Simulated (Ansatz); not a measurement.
Input and command of a plane-wave DFT calculation in Ansatz:

```yaml
crystal:
  lattice:
    - [1.6684887915, 0.9633024529, 14.0415186063]
    - [-1.6684887915, 0.9633024529, 14.0415186063]
    - [0.0, -1.9266049058, 14.0415186063]
  atoms:
    - { symbol: Zn, position: [0.26097, 0.26097, 0.26097] }
    - { symbol: Zn, position: [0.741115, 0.741115, 0.741115] }
    - { symbol: Zn, position: [0.865727, 0.865727, 0.865727] }
    - { symbol: In, position: [0.000896, 0.000896, 0.000896] }
    - { symbol: Ga, position: [0.137173, 0.137173, 0.137173] }
    - { symbol: O, position: [0.913205, 0.913205, 0.913205] }
    - { symbol: O, position: [0.089752, 0.089752, 0.089752] }
    - { symbol: O, position: [0.184721, 0.184721, 0.184721] }
    - { symbol: O, position: [0.804268, 0.804268, 0.804268] }
    - { symbol: O, position: [0.693896, 0.693896, 0.693896] }
    - { symbol: O, position: [0.308279, 0.308279, 0.308279] }
basis:
  ecutwfc: 420
kpoints:
  mp_grid: { grid: [6, 6, 6] }
hamiltonian:
  xc: pbesol
scf:
  occupations: { method: gaussian, width: 0.1 }
output:
  forces: true
  stress: true
  eigenvalues: true
```

```bash
ansatz run input.yaml --threads 2 --pin off --max-ram 5120MiB --backend cpu --events-out ev --progress --plain --runs-dir out
```

Processor: Intel(R) Xeon(R) Platinum 8259CL CPU @ 2.50GHz (Skylake/Cascade Lake), 2 threads, on a host shared with other jobs.

Estimate time, memory and problem size.

About 13 s on 2 threads of Intel(R) Xeon(R) Platinum 8259CL CPU @ 2.50GHz (Skylake/Cascade Lake) (shared host), peak memory 0.6 GiB. It solves 60 bands at 32 k points (the mesh reduced by symmetry) with about 2675 plane waves, in 9 SCF iterations.
